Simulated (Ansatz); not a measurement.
AgC₆:
```xyz
7
Lattice="4.2352 0.0000 0.0000 -2.1176 3.6678 0.0000 0.0000 0.0000 5.9715" Properties=species:S:1:pos:R:3 pbc="T T T"
C      0.7062     1.2231     0.0000
C      2.8229     0.0000     0.0000
C     -1.4114     2.4447     0.0000
C      1.4124     0.0000     0.0000
C      1.4114     2.4447     0.0000
C     -0.7062     1.2231     0.0000
Ag     0.0000     0.0000     2.9857
```

Relaxed with r²SCAN+D4. Special points in fractions of this cell's reciprocal vectors: Γ (0.000, 0.000, 0.000); M (0.500, 0.000, 0.000); K (0.333, 0.333, 0.000); A (0.000, 0.000, 0.500); L (0.500, 0.000, 0.500); H (0.333, 0.333, 0.500).

List the band energies nearest the Fermi level at these points for the program Ansatz at the r²SCAN+D4 with spin–orbit coupling level (PAW).

In eV from the Fermi level; about four levels below and three above (degenerate sets whole), none deeper than 8.9 eV; points with the same levels are listed once.

```
k                    below                above
-  -----------------------  -------------------
Γ  -0.57 -0.57 -0.55 -0.55  5.56 5.56 8.16 8.16
M  -3.60 -3.60 -2.85 -2.85  0.36 0.36 1.00 1.00
K  -3.60 -3.60 -3.54 -3.54  0.81 0.81 2.78 2.78
A  -0.66 -0.66 -0.65 -0.65  2.87 2.87 8.17 8.17
L  -3.56 -3.56 -3.32 -3.32  0.73 0.73 1.74 1.74
H  -3.66 -3.66 -3.55 -3.55  1.74 1.74 3.63 3.63
```

Space group P6/mmm. The cell is a constructed one: a structure type filled with these elements; neither database checked (COD, Materials Project) lists it. Whether it is the stable phase at ambient conditions was not checked. Symmetry was held in the r²SCAN+D4 relaxation; its stability against distortions is not shown here. The run is not spin-polarised.

Potentials: the later of the program's two PAW sets.
